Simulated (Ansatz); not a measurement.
**Rb₂VF₆: relaxation (Ansatz)**

Launch command:

```bash
ansatz run input.yaml --threads 2 --pin off --max-ram 2560MiB --backend cpu --events-out ev --progress --plain --runs-dir out
```

input.yaml:

```yaml
crystal:
  lattice:
    - [0.0, 4.16777864, 4.16777864]
    - [4.16777864, 0.0, 4.16777864]
    - [4.16777864, 4.16777864, 0.0]
  atoms:
    - { symbol: Rb, position: [0.25, 0.25, 0.25] }
    - { symbol: Rb, position: [0.75, 0.75, 0.75] }
    - { symbol: V, position: [0.0, 0.0, 0.0] }
    - { symbol: F, position: [0.795, 0.205, 0.205] }
    - { symbol: F, position: [0.205, 0.795, 0.205] }
    - { symbol: F, position: [0.205, 0.795, 0.795] }
    - { symbol: F, position: [0.795, 0.205, 0.795] }
    - { symbol: F, position: [0.205, 0.205, 0.795] }
    - { symbol: F, position: [0.795, 0.795, 0.205] }
  symmetry: { tolerance: 0.0003 }
kpoints:
  mp_grid: { grid: [6, 6, 6], shift: [0, 0, 0] }
magnetization:
  spin_polarized: false
scf:
  occupations: { method: methfessel_paxton, width: 0.0292 }
  lower_state_search: "off"
hamiltonian:
  pseudopotentials: { kind: paw }
  xc: r2scan
basis:
  ecutwfc: 500
  fft_grid_basis: typed
relax:
  max_steps: 40
  cell: { p_target: 0.0 }
output:
  forces: true
  stress: true
  eigenvalues: true
  bader: true
  populations: true
  elf: true
  write_potential: true
  volumetric_format: npy
  dos:
    e_range: [-12, 8]
    de: 0.05
    projected: { site_lists: { F: [F], Rb: [Rb], V: [V] } }
  write_density: true
checkpoint:
  read: saved_state
```

Origin of the cell: a known structure type with other elements, at an estimated volume, so it need not be a known compound.

The saved state is a converged single point of the same cell.

Steps («new basis» is an SCF on plane waves selected anew at the same cell):

| step | ΔF (meV/atom) | max force component (eV/Å) | P (GPa) | volume (Å³) | SCF iterations | step was |
| --- | --- | --- | --- | --- | --- | --- |
| 1 | 0.0 | 4.852 | 18.87 | 144.79 | 8 | accepted |
| 2 | -161.3 | 1.754 | 6.87 | 150.12 | 9 | accepted |
| 3 | -192.2 | 0.421 | 1.38 | 155.19 | 9 | accepted |
| 4 | -194.5 | 0.045 | 0.24 | 153.65 | 8 | accepted |
| 5 | -194.5 | 0.000 | -0.02 | 154.39 | 7 | accepted |
| 6 | -195.0 | 0.001 | -0.07 | 154.39 | 9 | new basis |
| 7 | -195.1 | 0.000 | 0.00 | 153.86 | 9 | accepted |
| 8 | -195.0 | 0.000 | 0.00 | 153.86 | 7 | new basis |

Before:

Space group Fm-3m (No. 225); the run's cell has a = 5.894 Å, b = 5.894 Å, c = 5.894 Å, α = 60.00°, β = 60.00°, γ = 60.00°. Shortest distances: F–V 1.71 Å, F–F 2.42 Å, F–Rb 2.97 Å.

The relaxed structure.

Space group Fm-3m (No. 225); the run's cell has a = 6.015 Å, b = 6.015 Å, c = 6.015 Å, α = 60.00°, β = 60.00°, γ = 60.00°. Shortest distances: F–V 1.84 Å, F–F 2.61 Å, F–Rb 3.02 Å.

```xyz
9
Lattice="0.0000 4.2531 4.2531 4.2531 0.0000 4.2531 4.2531 4.2531 0.0000" Properties=species:S:1:pos:R:3 pbc="T T T"
Rb    2.1265    2.1265    2.1265
Rb    6.3796    6.3796    6.3796
V     0.0000    0.0000    0.0000
F     1.8438    4.2531    4.2531
F     4.2531    1.8438    4.2531
F     6.6623    4.2531    4.2531
F     4.2531    6.6623    4.2531
F     4.2531    4.2531    1.8438
F     4.2531    4.2531    6.6623
```

| Property | Result |
| --- | --- |
| Free energy lowered by | 195.0 meV/atom |
| Volume change | 6.26 % |
| Final pressure | 0.00 GPa |
| Relaxation steps listed | 8 |

Caveats: no spin polarisation, so a magnetic state may lie lower; the relaxation held the start's symmetry, so the end may be a saddle point.

Time: 3.4 min on 2 threads of Arm Neoverse N1, on a shared host, peak memory 0.92 GiB, from a saved density.
